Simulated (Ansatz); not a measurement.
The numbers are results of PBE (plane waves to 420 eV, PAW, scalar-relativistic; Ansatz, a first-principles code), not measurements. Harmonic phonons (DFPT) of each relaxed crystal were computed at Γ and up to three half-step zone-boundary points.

**Question.** Exactly one of them has no imaginary mode there. Which?
A. CsPbCl$_{3}$ (cubic perovskite), a = b = c = 5.736 Å, α = β = γ = 90.00°
B. HfO$_{2}$ (fluorite), a = b = c = 5.098 Å, α = β = γ = 90.00°
C. InP (zinc blende), a = b = c = 5.960 Å, α = β = γ = 90.00°

**Answer.** C, InP (zinc blende), a = b = c = 5.960 Å, α = β = γ = 90.00°. Lowest modes: CsPbCl3 44i cm⁻¹ at R = (0.5, 0.5, 0.5); InP 54 cm⁻¹ at L = (0.5, 0.0, 0.0); HfO2 230i cm⁻¹ at X = (0.5, 0.5, 0.0)

All were relaxed with their symmetry unable to fall. HfO2 is run without spin polarisation. Spin-orbit coupling is left out. The PAW data are Ansatz's earlier set. This is a high-temperature form of CsPbCl3. This is a high-temperature form of HfO2.
